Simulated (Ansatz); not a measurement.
Given:

YSi2Os2:
```cif
data_Os2Si2Y
_chemical_formula_sum 'Y1 Os2 Si2'
_space_group_name_H-M_alt 'P 1'
_space_group_IT_number 1
_cell_length_a 5.63613
_cell_length_b 5.63613
_cell_length_c 5.63613
_cell_angle_alpha 136.609
_cell_angle_beta 136.609
_cell_angle_gamma 63.040
loop_
_space_group_symop_operation_xyz
  'x, y, z'
loop_
_atom_site_label
_atom_site_type_symbol
_atom_site_fract_x
_atom_site_fract_y
_atom_site_fract_z
_atom_site_occupancy
Y1 Y 0.00000 0.00000 0.00000 1
Os1 Os 0.75000 0.25000 0.50000 1
Os2 Os 0.25000 0.75000 0.50000 1
Si1 Si 0.37004 0.37004 0.00000 1
Si2 Si 0.62996 0.62996 0.00000 1
```

This is the r²SCAN-relaxed structure.

Q: All from the program Ansatz at the r²SCAN level (PAW), unless another level is named. Predict the electronic character.

A: metallic (no gap).

Q: Predict the density of states at the Fermi level.

A: 0.51 states/eV per atom (mean over ±0.08 eV).

Q: Give the formation energy from the elements (no fitted shifts).

A: -793 meV/atom.

Space group I4/mmm. The workflow started from an entry of the Crystallography Open Database (COD). Whether it is the stable phase at ambient conditions was not checked. The r²SCAN relaxation kept the symmetry of its start; its stability against distortions is not shown here. No spin polarisation was allowed. The references are the lowest solids computed at this level, not always the standard phases. Scalar-relativistic: spin–orbit coupling is off unless named, which matters more the heavier the elements.

Potentials: the later of the program's two PAW sets.
